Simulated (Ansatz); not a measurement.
Task: ScPd$_{3}$N (anti-perovskite, space group No. 221) is relaxed with PBE in the plane-wave PAW code Ansatz. What lattice parameters of the conventional cell result?

Result: a = 4.203 Å.

Task: Is it a metal or does it have a gap at this level?

Result: No gap at this level.

Space group Pm-3m (anti-perovskite). The start of the workflow was typed in or built on a structure type; neither database checked (COD, Materials Project) lists it. Whether it is the stable phase at ambient conditions was not checked. The PBE relaxation kept the symmetry of its start; whether a distortion lowers the energy is not shown. The run is not spin-polarised. Spin–orbit coupling is left out wherever it is not named.

Potentials: the earlier of the program's two PAW sets.
